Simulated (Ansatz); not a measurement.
A relaxed structure of AlNi is spoiled in several ways and relaxed again each time (noise and exchanges are one random draw each; squeezed and stretched starts keep its symmetry, which their runs cannot lower; pressure is positive under compression). Level of theory: r2SCAN (plane waves to 500 eV, PAW, scalar-relativistic; Ansatz, a program for electronic structure).

```cif
data_AlNi
_chemical_formula_sum 'Al1 Ni1'
_space_group_name_H-M_alt 'Pm-3m'
_space_group_IT_number 221
_space_group_name_Hall '-P 4 2 3'
_cell_length_a 2.86315
_cell_length_b 2.86315
_cell_length_c 2.86315
_cell_angle_alpha 90.000
_cell_angle_beta 90.000
_cell_angle_gamma 90.000
loop_
_atom_site_label
_atom_site_type_symbol
_atom_site_symmetry_multiplicity
_atom_site_Wyckoff_symbol
_atom_site_fract_x
_atom_site_fract_y
_atom_site_fract_z
_atom_site_occupancy
Al1 Al 1 a 0.00000 0.00000 0.00000 1
Ni1 Ni 1 b 0.50000 0.50000 0.50000 1
```

```csv
change,first pressure (GPa),largest first force (eV/Å),released (eV/atom),moves,outcome,final group,E − E(parent) (eV/atom)
with every coordinate shifted by Gaussian noise of σ = 0.45 Å,48.3,8.37,1.40,8,returns to the parent,Pm-3m,0.00
with every coordinate shifted by Gaussian noise of σ = 0.45 Å,24.7,5.58,0.66,7,returns to the parent,Pm-3m,0.00
stretched uniformly to 150 % of its volume,-29.3,0.00,0.78,9,returns to the parent,Pm-3m,0.00
```

First-step values come from each run's starting, coarser k-mesh (11×11×11, 10×10×10). The runs use different k-meshes, so differences are rounded accordingly. No spin polarisation in the result. A magnetic state may lie lower.
